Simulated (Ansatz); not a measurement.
Simulated powder pattern, Cu Kα, λ = 1.54184 Å (kinematic, ideal powder, no thermal factors, no anomalous dispersion; the 30 strongest lines at most, above 1 %, up to 2θ = 90°):

| 2θ (°) | d (Å) | I/Imax (%) |
|---|---|---|
| 31.81 | 2.813 | 100 |
| 53.16 | 1.723 | 64 |
| 63.30 | 1.469 | 36 |
| 78.52 | 1.218 | 9.0 |
| 87.20 | 1.118 | 14 |

The pattern belongs to a structure relaxed with plane-wave PAW PBE (Ansatz code).

Which of these materials gives this?
(A) FeS2, R3m (Fe on 3a, S on 3a, S on 3a)
(B) Fe, diamond
(C) FeGe, I4/mmm (Ge on 2a, Fe on 2b)
(D) C, diamond

B, Fe, diamond

Give the lattice parameters.

a = 4.873 Å.

Space group Fd-3m (diamond). The start of the workflow was typed in or built on a structure type; neither database checked (COD, Materials Project) lists it. It is not the phase usual at ambient conditions (space group No. 229). Symmetry was held in the PBE relaxation; its stability against distortions is not shown here. The workflow began spin-polarised and lost its moments. The volume moved by -23 % from the start of the relaxation.

Potentials: the later of the program's two PAW sets.
